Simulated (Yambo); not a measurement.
## Convergence of the G0W0 gap of WO3

G0W0@PBEsol for WO3 (space group Cmcm, No. 63) in Yambo. Reference settings: 4×4×2 Γ-centred k mesh, bands 3 to 178 and a 7 Ry block in the screening, 178 bands in G with the Bruneval-Gonze terminator, plasmon pole fitted at 27.2 eV. The PBEsol gap (-0.5, -0.5, 0) → Γ on this mesh is 0.69 eV; G0W0 gaps are taken between the same points.

| change from the reference | G0W0 gap (-0.5, -0.5, 0) → Γ (eV) | shift of the valence edge (eV) | rough Yambo cost |
|---|---|---|---|
| reference settings | 1.61 | -0.07 | 1 |
| 75 bands in W, 75 bands in G | 1.79 | 0.08 | about 1/3 |
| 75 bands in G | 1.65 | -0.04 | – |
| 119 bands in G | 1.62 | -0.06 | – |
| 90 bands in W | 1.72 | 0.03 | within a factor of two |
| 1 Ry block | 2.96 | -0.73 | within a factor of two |
| 6 Ry block | 1.60 | -0.03 | within a factor of two |
| pole fitted at 40 eV | 1.60 | -0.10 | – |
| 2×2×1 mesh | 1.53 | 0.07 | about 1/20 |
| 75 bands in G, no terminator | 1.78 | 0.54 | – |
| 119 bands in G, no terminator | 1.69 | 0.29 | – |
| no terminator | 1.63 | 0.14 | – |

The reference isn't shown to be the converged limit. Costs are rough (shared machines), scaled to the same edge states, and given only for runs that recompute the screening.

Without spin-orbit coupling, band edges of such heavy elements can be off by tenths of an eV.

Geometry of the Materials Project entry, not relaxed at this level; primitive cell a = b = 3.875 Å, c = 7.698 Å, α = β = 90.00°, γ = 90.03°.

The structure is a Materials Project entry; no match was found in the copy of COD used, and its stability was not checked.

A shift is the quasiparticle energy of the state minus its PBEsol energy.
